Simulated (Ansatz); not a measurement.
### Question
Name crystals whose computed values (PBEsol in the plane-wave PAW code Ansatz) fall in these windows: highest Γ mode, no LO–TO term (cm⁻¹) 140 to 180; B₀ by P(V) fit (GPa) 46 to 62.

### Answer


```csv
crystal,"highest Γ mode, no LO–TO term (cm⁻¹)",B₀ by P(V) fit (GPa)
"Bi2Pt, P31m (Bi on 1a, Bi on 2b, Bi on 3c, Pt on 3c)",159,53.9
"Sn3Te2Se, P-3m1 (Sn on 1b, Sn on 2d, Te on 2d, Se on 1a)",142,49.6
"TePb2S, R-3m (Te on 3b, Pb on 6c, S on 3a)",165,51.5
"CdHgSe2, P-4m2 (Cd on 1c, Hg on 1a, Se on 2g)",180,51.7
"Sn2PbSe3, P-3m1 (Sn on 2d, Pb on 1a, Se on 2d, Se on 1b)",157,54.8
```
Others may fit too.

Standing as an ambient phase not checked: Bi2Pt, P31m (Bi on 1a, Bi on 2b, Bi on 3c, Pt on 3c); Sn3Te2Se, P-3m1 (Sn on 1b, Sn on 2d, Te on 2d, Se on 1a); TePb2S, R-3m (Te on 3b, Pb on 6c, S on 3a); CdHgSe2, P-4m2 (Cd on 1c, Hg on 1a, Se on 2g); Sn2PbSe3, P-3m1 (Sn on 2d, Pb on 1a, Se on 2d, Se on 1b). Perhaps ordered models of mixed-site phases: CdHgSe2, P-4m2 (Cd on 1c, Hg on 1a, Se on 2g); Sn2PbSe3, P-3m1 (Sn on 2d, Pb on 1a, Se on 2d, Se on 1b). All cells were relaxed under the symmetry of their starts (and spin orders); stability against distortions was not tested throughout. Rows with no word on spin ran without spin polarisation. Scalar-relativistic: spin–orbit coupling is off unless named, which matters more the heavier the elements.

Potentials: the later of the program's two PAW sets.
